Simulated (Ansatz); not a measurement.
# C (graphite type, space group P6_3/mmc), scan of one atom of the cell

Relaxed C (graphite type, space group P6_3/mmc):

```yaml
crystal:
  lattice:
    - [2.45537, 0.00000, 0.00000]
    - [-1.22769, 2.12641, 0.00000]
    - [0.00000, 0.00000, 6.67102]
  atoms:
    - { symbol: C, position: [0.00000, 0.00000, 0.25000] }
    - { symbol: C, position: [0.00000, 0.00000, 0.75000] }
    - { symbol: C, position: [0.33333, 0.66667, 0.25000] }
    - { symbol: C, position: [0.66667, 0.33333, 0.75000] }
```

In each cell atom 1 (C, nearest neighbour C at 1.418 Å; its periodic images, 2.5 Å or more away, move with it) moves by s·(1.000, 0.000, 0.000) (along Cartesian x), the rest being held.

Level of theory: r2SCAN+rVV10 (plane waves to 500 eV, PAW, scalar-relativistic; Ansatz, an electronic-structure program). k mesh 12×12×4 (Γ-centred), Fermi-Dirac smearing 0.05 eV. The energy includes the smearing's −TS. Compression counts positive. With partly filled bands, energies and forces of such displacements shift with the k mesh and the smearing. F∥ is the force on the atom along that direction. F⊥ is the part of the force across the line. C was relaxed with its symmetry unable to fall. The zero of ΔE is the undisplaced structure.

```csv
s (Å),ΔE (meV/cell),P (GPa),F∥ (eV/Å),|F⊥| (eV/Å)
-0.280,2137,18.3,14.941,6.260
-0.224,1391,11.7,11.858,3.555
-0.168,794,6.7,9.466,1.946
-0.112,351,3.0,6.324,0.845
-0.056,86,0.8,3.122,0.205
0.000,0,0.0,0.000,0.000
0.056,86,0.8,-3.122,0.205
0.112,351,3.0,-6.324,0.845
0.168,794,6.7,-9.466,1.946
0.224,1391,11.7,-11.858,3.555
0.280,2137,18.3,-14.941,6.260
```

Summary:

The energy at s = 0.280 Å is 2137 meV/cell. The force along the line at s = -0.280 Å comes out as 14.9 eV/Å and the force constant k = d²E/ds² at s = 0 (finite differences) is 55.5 eV/Å². Symmetry of the curve: even: the same for both signs. Shape of the curve: a single well with its minimum at or next to zero displacement. Harmonic estimate at the end of the scan: ½ks² = 2176 meV/cell against the computed 2137 meV/cell, so the well is close to harmonic there.

The 11 points together took roughly 2.6 core-minutes.

(For displaced atoms, the force is minus the slope of the energy, and its curvature is a force constant, which sets phonon frequencies.)
